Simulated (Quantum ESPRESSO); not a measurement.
## Ga2AlInP4 (input and log of a self-consistent run)

Simulated, not a measurement. The program is pw.x of Quantum ESPRESSO 7.5 (plane-wave density functional theory). The cell is made up: 8 atoms on a zincblende/diamond lattice, with randomly drawn elements, strain and displacements, not relaxed. PseudoDojo standard norm-conserving files (v0.5 for PBE, v0.4.1 for LDA and PBEsol) set the functional; there is no spin polarisation, spin-orbit coupling or dispersion term, and the masses in the input are unused placeholders.

Input:

```
&control calculation='scf', pseudo_dir='./dojo.nc.sr.pbe.v0_5.standard.upf', outdir='./o', disk_io='medium', tprnfor=.true., tstress=.true. /
&system ibrav=0, nat=8, ntyp=4, nbnd=37, ecutwfc=101.20763327, nosym=.true., tot_charge=0,
 occupations='smearing', smearing='fd', degauss=0.0018374661
/
&electrons conv_thr=7.350e-09, electron_maxstep=60, /
ATOMIC_SPECIES
Al 1.0 Al.upf
Ga 1.0 Ga.upf
In 1.0 In.upf
P 1.0 P.upf
CELL_PARAMETERS angstrom
5.6412 0.0 0.0
0.0 5.6412 0.0
0.0 0.0 5.6412
ATOMIC_POSITIONS angstrom
Ga -0.0246 0.0409 0.0079
Al -0.0669 2.9077 2.8317
Ga 2.8779 -0.053 2.8199
In 2.7954 2.8465 0.0581
P 1.476 1.3807 1.3945
P 1.4021 4.2037 4.1918
P 4.2381 1.3824 4.2793
P 4.1557 4.1982 1.3147
K_POINTS automatic
6 6 6 1 1 1
```

The log is shortened where brackets say so; the opening notice, blank lines, dates and the lines on written files are dropped, and the path of the files is cut. It prints rydbergs, bohrs and kilobars, and counts compression as positive stress.

```
     Program PWSCF v.7.5
     Parallel version (MPI & OpenMP), running on       1 processor cores
     Number of MPI processes:                 1
     Threads/MPI process:                     1
     [start-up lines left out]
     bravais-lattice index     =            0
     lattice parameter (alat)  =      10.6603  a.u.
     unit-cell volume          =    1211.4656 (a.u.)^3
     number of atoms/cell      =            8
     number of atomic types    =            4
     number of electrons       =        62.00
     number of Kohn-Sham states=           37
     kinetic-energy cutoff     =     101.2076  Ry
     charge density cutoff     =     404.8305  Ry
     scf convergence threshold =      7.3E-09
     mixing beta               =       0.7000
     number of iterations used =            8  plain     mixing
     Exchange-correlation= PBE
                           (   1   4   3   4   0   0   0)
     [axes and pseudopotential details left out]
   Cartesian axes
     site n.     atom                  positions (alat units)
         1        Ga     tau(   1) = (  -0.0043608   0.0072502   0.0014004  )
         2        Al     tau(   2) = (  -0.0118592   0.5154400   0.5019677  )
         3        Ga     tau(   3) = (   0.5101574  -0.0093952   0.4998759  )
         4        In     tau(   4) = (   0.4955329   0.5045912   0.0102992  )
         5        P      tau(   5) = (   0.2616465   0.2447529   0.2471992  )
         6        P      tau(   6) = (   0.2485464   0.7451783   0.7430689  )
         7        P      tau(   7) = (   0.7512763   0.2450542   0.7585797  )
         8        P      tau(   8) = (   0.7366695   0.7442034   0.2330533  )
     number of k points=   108  Fermi-Dirac smearing, width (Ry)=  0.0018
     Number of k-points >= 100: set verbosity='high' to print them.
     Dense  grid:   166605 G-vectors     FFT dimensions: (  72,  72,  72)
     Estimated max dynamical RAM per process >     221.52 MB
     Initial potential from superposition of free atoms
     starting charge      61.9877, renormalised to      62.0000
     Starting wfcs are   47 randomized atomic wfcs
     total cpu time spent up to now is       57.4 secs
     per-process dynamical memory:   173.9 Mb
     Self-consistent Calculation
     iteration #  1     ecut=   101.21 Ry     beta= 0.70
     Davidson diagonalization with overlap
     ethr =  1.00E-02,  avg # of iterations =  4.0
     Threshold (ethr) on eigenvalues was too large:
     Diagonalizing with lowered threshold
     Davidson diagonalization with overlap
     ethr =  5.49E-04,  avg # of iterations =  2.0
     total cpu time spent up to now is      326.7 secs
     total energy              =    -498.90843859 Ry
     estimated scf accuracy    <       0.34676330 Ry
     iteration #  2     ecut=   101.21 Ry     beta= 0.70
     Davidson diagonalization with overlap
     ethr =  5.59E-04,  avg # of iterations =  2.2
     total cpu time spent up to now is      465.7 secs
     total energy              =    -498.99464293 Ry
     estimated scf accuracy    <       0.07994070 Ry
     iteration #  3     ecut=   101.21 Ry     beta= 0.70
     Davidson diagonalization with overlap
     ethr =  1.29E-04,  avg # of iterations =  3.1
     total cpu time spent up to now is      590.7 secs
     total energy              =    -499.00864006 Ry
     estimated scf accuracy    <       0.00319229 Ry
     iteration #  4     ecut=   101.21 Ry     beta= 0.70
     Davidson diagonalization with overlap
     c_bands:  2 eigenvalues not converged
     ethr =  5.15E-06,  avg # of iterations = 11.3
     total cpu time spent up to now is      771.7 secs
     total energy              =    -499.00925113 Ry
     estimated scf accuracy    <       0.00201930 Ry
     iteration #  5     ecut=   101.21 Ry     beta= 0.70
     Davidson diagonalization with overlap
     ethr =  3.26E-06,  avg # of iterations =  2.2
     total cpu time spent up to now is      885.1 secs
     total energy              =    -499.00957460 Ry
     estimated scf accuracy    <       0.00014223 Ry
     iteration #  6     ecut=   101.21 Ry     beta= 0.70
     Davidson diagonalization with overlap
     ethr =  2.29E-07,  avg # of iterations =  3.7
     total cpu time spent up to now is     1015.0 secs
     total energy              =    -499.00960944 Ry
     estimated scf accuracy    <       0.00000996 Ry
     iteration #  7     ecut=   101.21 Ry     beta= 0.70
     Davidson diagonalization with overlap
     ethr =  1.61E-08,  avg # of iterations =  3.9
     total cpu time spent up to now is     1157.8 secs
     total energy              =    -499.00961262 Ry
     estimated scf accuracy    <       0.00000171 Ry
     iteration #  8     ecut=   101.21 Ry     beta= 0.70
     Davidson diagonalization with overlap
     ethr =  2.76E-09,  avg # of iterations =  2.2
     total cpu time spent up to now is     1277.4 secs
     total energy              =    -499.00961301 Ry
     estimated scf accuracy    <       0.00000009 Ry
     iteration #  9     ecut=   101.21 Ry     beta= 0.70
     Davidson diagonalization with overlap
     ethr =  1.50E-10,  avg # of iterations =  4.9
     total cpu time spent up to now is     1451.6 secs
     total energy              =    -499.00961306 Ry
     estimated scf accuracy    <       0.00000006 Ry
     iteration # 10     ecut=   101.21 Ry     beta= 0.70
     Davidson diagonalization with overlap
     ethr =  8.98E-11,  avg # of iterations =  2.0
     total cpu time spent up to now is     1588.5 secs
     End of self-consistent calculation
     [lines on levels left out]
!    total energy              =    -499.00961306 Ry
     estimated scf accuracy    <          3.3E-09 Ry
     smearing contrib. (-TS)   =      -0.00000000 Ry
     internal energy E=F+TS    =    -499.00961306 Ry
     The total energy is F=E-TS. E is the sum of the following terms:
     one-electron contribution =    -238.70361638 Ry
     hartree contribution      =     161.09110663 Ry
     xc contribution           =    -142.41618141 Ry
     ewald contribution        =    -278.98092191 Ry
     convergence has been achieved in  10 iterations
     Forces acting on atoms (cartesian axes, Ry/au):
     atom    1 type  2   force =     0.02222666   -0.01330864   -0.00158862
     atom    2 type  1   force =     0.01169001   -0.03587778   -0.01278789
     atom    3 type  2   force =    -0.01286563    0.01108334    0.00265953
     atom    4 type  3   force =    -0.03028816   -0.03952099   -0.06505231
     atom    5 type  4   force =    -0.06985884   -0.03313726    0.06246778
     atom    6 type  4   force =    -0.03311429    0.04138961   -0.01963862
     atom    7 type  4   force =     0.01947707   -0.00526808   -0.04982255
     atom    8 type  4   force =     0.09273318    0.07463979    0.08376267
     Total force =     0.215452     Total SCF correction =     0.000195
     Computing stress (Cartesian axis) and pressure
          total   stress  (Ry/bohr**3)                   (kbar)     P=        8.35
   0.00005621   0.00012788   0.00009228            8.27       18.81       13.57
   0.00012788   0.00006883   0.00001549           18.81       10.13        2.28
   0.00009228   0.00001549   0.00004531           13.57        2.28        6.66
     init_run     :     53.63s CPU     57.20s WALL (       1 calls)
     electrons    :   1446.39s CPU   1531.17s WALL (       1 calls)
     forces       :     26.26s CPU     26.46s WALL (       1 calls)
     stress       :     87.71s CPU     90.72s WALL (       1 calls)
     [timing details left out]
     PWSCF        :  26m54.63s CPU  28m29.67s WALL
     JOB DONE.
```

In other units: free energy -6789.372 eV for the cell, pressure 0.84 GPa, largest force component 2.384 eV/Å. This run is the check on a run of the same cell at 1088 eV and a 4 x 4 x 4 mesh: rerunning at 1377 eV and a 6 x 6 x 6 mesh moved values by no more than 0.008 eV in energy, 0.02 GPa in stress and 0.002 eV/Å in force.